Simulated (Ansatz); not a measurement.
Here is the system:

VS:
```xyz
4
Lattice="3.1180 0.0000 0.0000 -1.5590 2.7002 0.0000 0.0000 0.0000 6.0616" Properties=species:S:1:pos:R:3 pbc="T T T"
V      0.0000     0.0000     0.0000
V      0.0000     0.0000     3.0308
S      1.5590     0.9001     1.5154
S      0.0000     1.8002     4.5462
```

This is the PBEsol-relaxed structure. Tensor components refer to the Cartesian frame of this cell.

**Question.** All from PBEsol (plane waves, PAW; program Ansatz), unless another level is named. Give the Young's modulus.

**Answer.** 326 GPa.

**Question.** Next, the highest zone-centre frequency?

**Answer.** 409 cm⁻¹.

**Question.** Predict the elastic constants (relaxed ions, GPa).

**Answer.** C11 = 296, C12 = 95.4, C13 = 125, C33 = 404, C44 = 196.

Space group P6_3/mmc (NiAs type). The first step of the workflow began from a Materials Project structure, measured or hypothetical; the Crystallography Open Database files this formula in space group No. 194, but the cells were not matched. Its standing as an ambient phase is unchecked. Symmetry was held in the PBEsol relaxation; its stability against distortions is not shown here. No spin polarisation was allowed. As this level gives no gap, shear constants depend on the k-mesh and smearing (Fermi–Dirac, 0.1 eV here). As this level gives no gap, phonon frequencies hold no LO–TO term and depend on the k-mesh and smearing (Fermi–Dirac, 0.1 eV here). On the denser mesh and wider smearing of the elastic run this cell carries a stress of 0.4 GPa.

Potentials: the later of the program's two PAW sets.
